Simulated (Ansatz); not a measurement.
Q: Name crystals whose computed values (r²SCAN in the plane-wave PAW code Ansatz) fall in these windows: Θ_D (K) 490 to 630; highest Γ mode, no LO–TO term (cm⁻¹) 690 to 830; ε0 10 to 12.

A: 

| crystal | Θ_D (K) | highest Γ mode, no LO–TO term (cm⁻¹) | ε0 |
|---|---|---|---|
| Ga2O3, C2/m (Pearson symbol mS20) | 558 | 760 | 10.9 |
| SnO2, rutile | 546 | 763 | 11.2 |
Others may fit too.

All cells were relaxed under the symmetry of their starts (and spin orders); stability against distortions was not tested throughout. Scalar-relativistic: spin–orbit coupling is off unless named, which matters more the heavier the elements.

Potentials: the earlier of the program's two PAW sets. The files were generated under PBE; for other functionals the program regenerates the frozen cores, and for LDA and PBEsol the local potential too.
